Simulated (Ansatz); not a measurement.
SiGe:
Space group Pmma (No. 51); a = 3.923 Å, b = 3.928 Å, c = 5.542 Å, α = β = γ = 90.00°

```json
[
 {"atom": "Si", "site": "2e", "symmetry": "mm2", "x": "0.2500", "y": "0.0000", "z": "0.1200"},
 {"atom": "Ge", "site": "2f", "symmetry": "mm2", "x": "0.2500", "y": "0.5000", "z": "0.3694"}
]
```

Relaxed at zero pressure with r²SCAN (plane waves, PAW; program Ansatz).

**Question.** The volume is raised by 9 % and shape and atoms relax at that volume. What pressure results, and how do the axes share the change?

**Answer.** -6.0 GPa; a 2.9 %, b 2.8 %, c 3.0 %; the energy rises by 39 meV/atom.

**Question.** Give the new structure.

**Answer.** 
Space group Pmma (No. 51); a = 4.037 Å, b = 4.039 Å, c = 5.707 Å, α = 90.00°, β = 90.00°, γ = 90.00°

```json
[
 {"atom": "Si", "site": "2e", "symmetry": "mm2", "x": "0.2500", "y": "0.0000", "z": "0.1198"},
 {"atom": "Ge", "site": "2f", "symmetry": "mm2", "x": "0.2500", "y": "0.5000", "z": "0.3695"}
]
```

The phase is kept; no other phase was compared at this pressure.

The start of the workflow was typed in or built on a structure type; neither database checked (COD, Materials Project) lists it. Whether it is the stable phase at ambient conditions was not checked. The cell was relaxed with r²SCAN under the symmetry of its start; whether a distortion lowers the energy is not shown.

Potentials: the earlier of the program's two PAW sets.
